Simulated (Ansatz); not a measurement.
Si2Mo:
```cif
data_Mo2Si4
_chemical_formula_sum 'Mo2 Si4'
_space_group_name_H-M_alt 'I4/mmm'
_space_group_IT_number 139
_space_group_name_Hall '-I 4 2'
_cell_length_a 3.20162
_cell_length_b 3.20162
_cell_length_c 7.81865
_cell_angle_alpha 90.000
_cell_angle_beta 90.000
_cell_angle_gamma 90.000
loop_
_atom_site_label
_atom_site_type_symbol
_atom_site_symmetry_multiplicity
_atom_site_Wyckoff_symbol
_atom_site_fract_x
_atom_site_fract_y
_atom_site_fract_z
_atom_site_occupancy
Mo1 Mo 2 a 0.00000 0.00000 0.00000 1
Si1 Si 4 e 0.00000 0.00000 0.33527 1
```
(The calculation used a cell of 3 atoms; values per cell refer to that cell.)

Relaxed with r²SCAN.

Question: Which orbitals make up the states near the Fermi level in plane-wave PAW r²SCAN (Ansatz code)?

Answer: Within 0.5 eV of the Fermi level: Mo 4d 74 %, Si 3p 22 %. Projections are on Löwdin-orthogonalised atomic valence shells; empty p or d shells of many metals are not among them.

Question: Tabulate the density of states.

Answer: States/eV per cell of 3 atoms, in 0.25 eV bins, energy from the Fermi level.

```tsv
E (eV)	total	Mo 4d	Si 3p	Si 3s
-7.85	0.56	0.16	0.21	0.18
-7.60	0.51	0.15	0.19	0.15
-7.35	0.48	0.14	0.20	0.12
-7.10	0.53	0.15	0.26	0.09
-6.85	0.53	0.14	0.28	0.07
-6.60	1.01	0.26	0.63	0.06
-6.35	1.29	0.32	0.86	0.05
-6.10	1.16	0.26	0.79	0.04
-5.85	1.01	0.24	0.67	0.05
-5.60	1.07	0.28	0.68	0.06
-5.35	0.98	0.26	0.57	0.11
-5.10	0.59	0.17	0.28	0.11
-4.85	0.64	0.20	0.29	0.11
-4.60	0.85	0.29	0.37	0.13
-4.35	1.02	0.39	0.41	0.14
-4.10	1.41	0.61	0.52	0.18
-3.85	1.65	0.77	0.58	0.18
-3.60	1.32	0.66	0.45	0.13
-3.35	1.56	0.79	0.53	0.14
-3.10	2.13	1.18	0.69	0.16
-2.85	2.67	1.57	0.87	0.14
-2.60	4.50	2.64	1.54	0.17
-2.35	4.59	2.63	1.63	0.15
-2.10	3.23	1.57	1.40	0.12
-1.85	1.64	0.85	0.65	0.07
-1.60	1.44	0.78	0.55	0.05
-1.35	1.02	0.70	0.25	0.04
-1.10	0.92	0.69	0.17	0.03
-0.85	0.93	0.76	0.12	0.02
-0.60	0.96	0.85	0.08	0.01
-0.35	0.35	0.29	0.05	0.00
-0.10	0.20	0.14	0.06	0.00
0.15	0.22	0.15	0.07	0.00
0.40	0.22	0.13	0.07	0.00
0.65	0.62	0.33	0.16	0.11
0.90	0.76	0.40	0.21	0.11
1.15	0.86	0.46	0.25	0.11
1.40	1.01	0.54	0.29	0.12
1.65	1.31	0.70	0.36	0.17
1.90	1.82	1.00	0.45	0.24
2.15	2.23	1.33	0.50	0.25
2.40	2.64	1.61	0.52	0.35
2.65	2.16	1.01	0.57	0.45
2.90	1.54	0.62	0.48	0.32
3.15	1.42	0.50	0.49	0.21
3.40	1.61	0.51	0.49	0.21
3.65	2.04	0.66	0.55	0.28
3.90	1.95	0.63	0.59	0.26
4.15	1.63	0.47	0.54	0.18
4.40	1.90	0.54	0.61	0.23
4.65	2.08	0.53	0.71	0.26
```

The r²SCAN relaxation kept the symmetry of its start; of distortions, only those at the zone centre were tested. The run is not spin-polarised. Spin–orbit coupling is left out wherever it is not named.

Potentials: the later of the program's two PAW sets.
